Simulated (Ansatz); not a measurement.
**Step by step: Re, atoms shaken at random, then relaxed with the cell**

Level of theory: DFT, LDA, all-electron LAPW, scalar-relativistic in Ansatz 0.2.0.

Command: `ansatz run input.yaml --threads 1 --pin off --max-ram 2048MiB --backend cpu --events-out ev --progress --plain --runs-dir out` The run took 7.6 min on 1 thread of Arm Neoverse V1, on a shared host, peak memory 0.88 GiB.

```yaml
crystal:
  lattice:
    - [2.7608, 0.0, 0.0]
    - [-1.3804, 2.3909229348, 0.0]
    - [0.0, 0.0, 4.4582]
  atoms:
    - { symbol: Re, position: [0.3172891933, 0.6622479367, 0.27095125] }
    - { symbol: Re, position: [0.6603296467, 0.3299207933, 0.75462655] }
kpoints:
  mp_grid: { grid: [9, 9, 5] }
scf:
  occupations: { method: fermi_dirac, width: 0.05 }
hamiltonian:
  xc: lda
  pseudopotentials: { kind: all_electron, lapw: { basis_error: 0.001 } }
output:
  forces: true
  stress: true
relax:
  f_tol: 0.01
  max_steps: 80
  cell: {}
```

No spin–orbit coupling, which matters for the heavy atoms here.

The geometry is COD entry 9008512, unchecked; take it as a test cell. The listed cell was then made from it by scaling, straining or moving an atom.

Each frame lists the cell vectors (Å), then Cartesian positions (Å) and forces (eV/Å). Free energies count from the first step, -907785.3943 eV.

The walk took 6 evaluations in all; steps that aren't listed are left out.

Step 1: E = 0.0 meV, P = -9.08 GPa

```
cell 2.7608 0.0000 0.0000 -1.3804 2.3909 0.0000 0.0000 0.0000 4.4582
Re   -0.0382    1.5834    1.2080     0.099   0.006  -0.289
Re    1.3676    0.7888    3.3643    -0.099  -0.006   0.289
```

Step 2: E = +124.7 meV, P = 30.13 GPa, step rejected

```
cell 2.6853 0.0002 -0.0015 -1.3425 2.3265 0.0006 -0.0023 -0.0002 4.3008
Re   -0.0193    1.5417    1.1333    -0.069   0.003  -0.067
Re    1.3102    0.7667    3.2767     0.069  -0.003   0.067
```

Step 3: E = -29.7 meV, P = -0.55 GPa

```
cell 2.7414 -0.0008 -0.0006 -1.3714 2.3747 0.0003 -0.0010 -0.0001 4.4146
Re   -0.0304    1.5728    1.1836     0.035   0.006  -0.262
Re    1.3488    0.7825    3.3436    -0.035  -0.006   0.262
```

Q: How does the relaxation end?

A: It converges, with a = 2.741 Å, b = 2.741 Å, c = 4.407 Å, α = 90.00°, β = 90.00°, γ = 120.00° (conventional cell, space group P6_3/mmc). The last solve (on a basis chosen afresh for the final cell, so its energy is not quite comparable) gives E = -36.3 meV, P = 0.00 GPa:
```
cell 2.7409 0.0000 0.0000 -1.3704 2.3737 0.0000 0.0000 0.0000 4.4065
Re   -0.0253    1.5732    1.1580     0.000   0.000   0.000
Re    1.3452    0.7820    3.3613     0.000   0.000   0.000
```
